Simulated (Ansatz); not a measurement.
Li:
```
CELL_PARAMETERS angstrom
      3.09184     0.00000     0.00000
     -1.54592     2.67761     0.00000
      0.00000     0.00000     5.06256
ATOMIC_POSITIONS crystal
  Li 0.33333 0.66667 0.25000
  Li 0.66667 0.33333 0.75000
```

Relaxed with r²SCAN. Special points in fractions of this cell's reciprocal vectors: Γ (0.000, 0.000, 0.000); M (0.500, 0.000, 0.000); K (0.333, 0.333, 0.000); A (0.000, 0.000, 0.500); L (0.500, 0.000, 0.500); H (0.333, 0.333, 0.500).

Question: List the band energies nearest the Fermi level at these points for the program Ansatz at the r²SCAN level (PAW).

Answer: In eV from the Fermi level; about four levels below and three above (degenerate sets whole), none deeper than 8.9 eV; … stands for higher levels left out; points with the same levels are listed once.

| k | below | above |
|---|---|---|
| Γ | -3.89 0.00 | 2.97 13.50 13.50 |
| M | -0.07 | 1.08 5.02 6.13 |
| K | – | 1.39 2.37 2.37 |
| A | -2.67 -2.67 | 8.42 8.42 … |
| L | – | 0.76 0.76 3.63 3.63 |
| H | – | 2.34 2.34 2.94 2.94 |

Space group P6_3/mmc (hcp (Mg type)). The workflow started from a Materials Project entry (that database holds measured and hypothetical structures alike); the Crystallography Open Database files this formula in space group No. 194, but the cells were not matched. It is not the phase usual at ambient conditions (space group No. 229). The r²SCAN relaxation kept the symmetry of its start; of distortions, only those at the zone centre were tested.

Potentials: the earlier of the program's two PAW sets.
